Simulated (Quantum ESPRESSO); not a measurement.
**Kohn-Sham bands of InCl (Cmc2₁)**

```
CELL_PARAMETERS angstrom
      4.41144     0.00000     0.00000
      0.00000     0.00000    -4.54415
     -2.20572     6.21994     0.00000
ATOMIC_POSITIONS crystal
  In 0.61362 0.74990 0.22724
  In 0.38638 0.24990 0.77276
  Cl 0.84446 0.73410 0.68892
  Cl 0.15554 0.23410 0.31108
```

Structure: Materials Project mp-571636, symmetrised, not relaxed again. Not found in the COD (Crystallography Open Database) copy used, which has the formula in other groups; not checked further. Method: PBEsol plane waves in Quantum ESPRESSO 7.5 (PseudoDojo norm-conserving files, 56 Ry, spinors with spin-orbit coupling), Bloch states on a 6×4×6 mesh through Γ, Wannier90 4.0.1. Density: 8×8×8 mesh, cold smearing 0.01 Ry.

List the Kohn-Sham levels between −8 and 4.3 eV relative to the valence-band maximum at the high-symmetry points, as a band run of pw.x on that density gives them (levels within 2 meV counted together).


```tsv
point	k (reciprocal lattice)	levels (eV)
Γ	0.000 0.000 0.000	-4.17 (×2), -3.88 (×2), -3.83 (×2), -3.30 (×2), -3.04 (×2), -2.62 (×2), -2.51 (×2), -0.98 (×2), 3.49 (×2)
Y	0.000 0.000 0.500	-5.19 (×2), -3.86 (×2), -3.22 (×2), -3.12 (×2), -2.69 (×2), -2.47 (×2), -1.62 (×2), -1.33 (×2), 2.28 (×2), 3.88 (×2)
C_0	0.437 0.000 0.281	-5.50 (×2), -4.67 (×2), -3.02, -3.01, -2.69 (×2), -2.63, -2.62, -2.54, -2.52, -1.32, -1.32, -0.04 (×2), 1.83, 1.84, 2.49, 2.51, 3.05, 3.07, 3.45 (×2)
Σ_0	0.563 0.000 -0.281	-5.50 (×2), -4.67 (×2), -3.02, -3.01, -2.69 (×2), -2.63, -2.62, -2.54, -2.52, -1.32, -1.32, -0.04 (×2), 1.83, 1.84, 2.49, 2.51, 3.05, 3.07, 3.45 (×2)
Z	0.000 -0.500 0.000	-4.95 (×4), -3.14 (×4), -2.58 (×4), -0.89 (×4), 2.38 (×4), 3.94 (×4)
A_0	0.563 -0.500 -0.281	-4.21 (×2), -4.20 (×2), -3.94 (×2), -3.92 (×2), -2.96 (×2), -2.91 (×2), -1.66 (×2), -1.63 (×2), 2.60 (×2), 2.73 (×2), 4.11 (×2), 4.22 (×2)
E_0	0.437 -0.500 0.281	-4.21 (×2), -4.20 (×2), -3.94 (×2), -3.92 (×2), -2.96 (×2), -2.91 (×2), -1.66 (×2), -1.63 (×2), 2.60 (×2), 2.73 (×2), 4.11 (×2), 4.22 (×2)
T	0.000 -0.500 0.500	-5.27 (×4), -2.62 (×4), -2.51 (×4), -0.76 (×4), 1.78 (×4), 4.20 (×4)
S	0.500 0.000 0.000	-5.44 (×2), -4.76 (×2), -2.88 (×2), -2.75 (×2), -2.67 (×2), -2.60 (×2), -1.25 (×2), -0.07 (×2), 1.78 (×2), 2.46 (×2), 3.09 (×2), 3.50 (×2)
R	0.500 -0.500 0.000	-4.20 (×2), -4.19 (×2), -3.72 (×2), -3.71 (×2), -3.19 (×2), -3.18 (×2), -1.75 (×2), -1.74 (×2), 3.00 (×2), 3.01 (×2), 3.86 (×2), 3.86 (×2)
```
